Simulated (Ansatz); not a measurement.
BaGaGeH (space group P3m1)

```xyz
4
Lattice="4.3064 0.0000 0.0000 -2.1532 3.7294 0.0000 0.0000 0.0000 5.0932" Properties=species:S:1:pos:R:3 pbc="T T T"
Ba     0.0000     2.4863     5.0917
Ga     0.0000     0.0000     2.7847
Ge     2.1532     1.2431     2.2740
H      0.0000     0.0000     4.5176
```

The slice is a (-1 1 0 2) plane (indices of the conventional cell) through the point (0.333, 0.667, 1.000) (fractional), spanned by u = [110] and v = [1 -1 1] in vectors of this cell: u (4.31 Å) and v (9.03 Å, at 90° to u). It covers one period; positions are fractions (u, v).

Method: PBEsol (plane waves to 420 eV, PAW, scalar-relativistic; Ansatz, a quantum-chemistry and plane-wave program). k mesh 9×9×7. Near the nuclei the fields are pseudised (PAW); where an atom keeps semicore shells as valence, they peak there. BaGaGeH was relaxed with its symmetry unable to fall.

### Question
Sketch the electron localisation function (ELF) on this plane as a map.

### Answer
```
|xx1188997711000000001177998811|
|778899996611000000001166999988|
|999999772200000000000022779999|
|777755220000001111000000225577|
|111100000000112222110000000011|
|000000000011334444331100000000|
|333322112222444444442222112233|
|444433332233444444443322333344|
|333333333333444444443333333333|
|222222223333333333333333222222|
|001122223333332222333333222211|
|001122223333222222223333222211|
|111122223322111111112233222211|
|222233333322110000112233333322|
|444444443311000000001133444444|
|777766553311000000001133556677|
|555566553311000000001133556655|
|444444444422110000112244444444|
|112244444433110000113344444422|
|001133445544221111224455443311|
|112244556644221111224466554422|
|444455666644221111224466665544|
|556666776644221111224466776666|
|777777665533221111223355667777|
|555555443311111111111133445555|
|111111110000000000000000111111|
|221111000000000000000000001111|
|887755220000001111000000225577|
|999999772200001111000022779999|
|778899995500001111000055999988|
|xx1188997711000000001177998811|
|xxxx779988220000000022889977xx|
```
Scale: ten equal steps from 0.04 (start of '0') to 0.87 (end of '9'), in the order '0123456789'. Values: electron localisation function (ELF). The map has 15 points along u (two characters each, u = 0 at the left) and 32 along v (v = 0 in the bottom row). Points within 0.3 Å of a nucleus are blanked (x), as the pseudised field means little there.
